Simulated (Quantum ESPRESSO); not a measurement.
```xyz
7
Lattice="-1.7909 1.8992 6.4653 1.7909 -1.8992 6.4653 1.7909 1.8992 -6.4653" Properties=species:S:1:pos:R:3 pbc="T T T"
H      1.7909     0.0000     0.0000
Li     0.0000     0.0000     0.0000
O      0.0000     1.8992     0.0000
O      0.0000     0.0000    10.6389
O      0.0000     0.0000     2.2917
La     0.0000     0.0000     4.6996
La     0.0000     0.0000     8.2310
```

The geometry is that of Materials Project entry mp-24148, symmetrised and not relaxed again.

Q: What does PBEsol (Quantum ESPRESSO, PseudoDojo norm-conserving, 110 Ry, scalar-relativistic) give for the electronic structure near the Fermi level?

A: The PBEsol gap is indirect, 1.83 eV, from S to 50 % of the way from Z to Γ; the smallest direct gap is 2.61 eV. Another valence extremum on the path lies within 0.02 eV, too close to call. The 4f states are in the valence at their DFT position.

The structure is a Materials Project entry; no match was found in the copy of COD used, and its stability was not checked.

Letters of k points follow the standard setting of the lattice, whose axes may be ordered differently from the printed cell.
